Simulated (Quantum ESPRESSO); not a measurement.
# Planted mistakes on one cell of Al2ZnF7Cl

The results below are calculated, not measured. They come from pw.x of Quantum ESPRESSO 7.5, a plane-wave density functional program, with PseudoDojo standard norm-conserving files (v0.5 for PBE, v0.4.1 for LDA and PBEsol). The cells are made up: elements, strain and atom displacements were drawn at random, and nothing was relaxed. There is no spin polarisation, spin-orbit coupling or dispersion term.

The cell has 12 sites of a rutile lattice (two cells along c). Sites 1 to 4 hold empty Al Zn Al; sites 5 to 12 hold F Cl F F F F F F. Cell vectors in Å: (4.811, -0.043, -0.065); (-0.043, 4.839, 0.018); (-0.087, 0.025, 6.419). Settings: PBE, cutoff 1143 eV, 5 x 5 x 4 k mesh shifted by half a step, Fermi-Dirac smearing of 0.025 eV.

The intended run has a self-consistency threshold of 1e-07 eV, a smearing term of 0.000 eV, a pressure of -8.38 GPa and 11 iterations. Each further run changes one thing: all lengths scaled by 1.0148; atoms of sites 6 and 11 exchanged; cutoff 695 eV; files of PBEsol; k mesh 1 x 1 x 1; one electron added; smearing 0.86 eV; threshold 0.2 eV. A coarse mesh keeps the shift, and a charged cell sits in a uniform background.

| run | change of free energy (eV) | smearing term -TS (eV) | change of P (GPa) | largest change of a force component (eV/Å) | iterations |
| --- | --- | --- | --- | --- | --- |
| A | -0.274 | 0.000 | -1.19 | 4.528 | 11 |
| B | -0.042 | 0.000 | 0.66 | 0.137 | 10 |
| C | 0.411 | 0.000 | -2.72 | 0.533 | 11 |
| D | 6.791 | -0.008 | 18.37 | 0.846 | 11 |
| E | 13.359 | 0.000 | -86.60 | 0.154 | 10 |
| F | 0.066 | 0.000 | 3.73 | 0.136 | 4 |
| G | -0.491 | -2.104 | 2.26 | 0.312 | 11 |
| H | 22.849 | 0.000 | -3.19 | 0.112 | 11 |

A rerun of the intended cell at 1437 eV and k mesh 7 x 7 x 6 moved values by no more than 0.003 eV in the cell's energy, 0.02 GPa in stress and 0.002 eV/Å in force.

Question: which change belongs to which run?

## Worked reading

Run F has the fewest iterations, as a run stopped early does. Run G has the largest smearing term, as wide smearing gives. Run E has a higher energy and the largest fall in pressure, as too small a basis gives. Run C changes the volume by a factor of 1.0451; minus its pressure change over the logarithm of that factor, 62 GPa, is a rough bulk modulus with clamped atoms. Energies from files of another functional, or of a charged cell, have another zero and say nothing on stability; the pressure of a charged cell rests on the program's zero of potential too.

## Key

```
run                             change
  A  atoms of sites 6 and 11 exchanged
  B                   k mesh 1 x 1 x 1
  C       all lengths scaled by 1.0148
  D                 one electron added
  E                      cutoff 695 eV
  F                   threshold 0.2 eV
  G                   smearing 0.86 eV
  H                    files of PBEsol
```